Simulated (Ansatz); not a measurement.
# Vibrational response of Ti$_{2}$AlC

These are results of DFT PBEsol, scalar-relativistic, plane waves, PAW (Ansatz 0.2.0), not measurements. Plane waves to 420 eV; Γ-centred k mesh 12×12×4; Fermi-Dirac smearing of 0.15 eV. No spin polarisation. Phonons by linear response, acoustic sum rule imposed.

Equilibrium structure at this level:
```xyz
8
Lattice="3.0361 0.0000 0.0000 -1.5181 2.6293 0.0000 0.0000 0.0000 13.6493" Properties=species:S:1:pos:R:3 pbc="T T T"
Ti    0.0000    1.7529    1.1402
Ti    1.5181    0.8764    7.9649
Ti    1.5181    0.8764   12.5090
Ti    0.0000    1.7529    5.6844
Al    0.0000    1.7529   10.2369
Al    1.5181    0.8764    3.4123
C     0.0000    0.0000    0.0000
C     0.0000    0.0000    6.8246
```

In a metal, frequencies and elastic constants depend on the k mesh and the smearing, soft modes and shear constants most.

Optical modes at Γ; i marks an imaginary frequency:
```csv
frequency (cm⁻¹),degeneracy
97,2
149,1
149,2
177,2
252,1
272,2
272,2
316,1
362,1
394,1
606,1
611,1
659,2
659,2
```

All 21 optical modes at Γ are real: no displacement of atoms at fixed cell lowers the energy to second order. Strains and modes at other wave vectors aren't tested by this run.

Whether Ti2AlC exists in this form wasn't checked.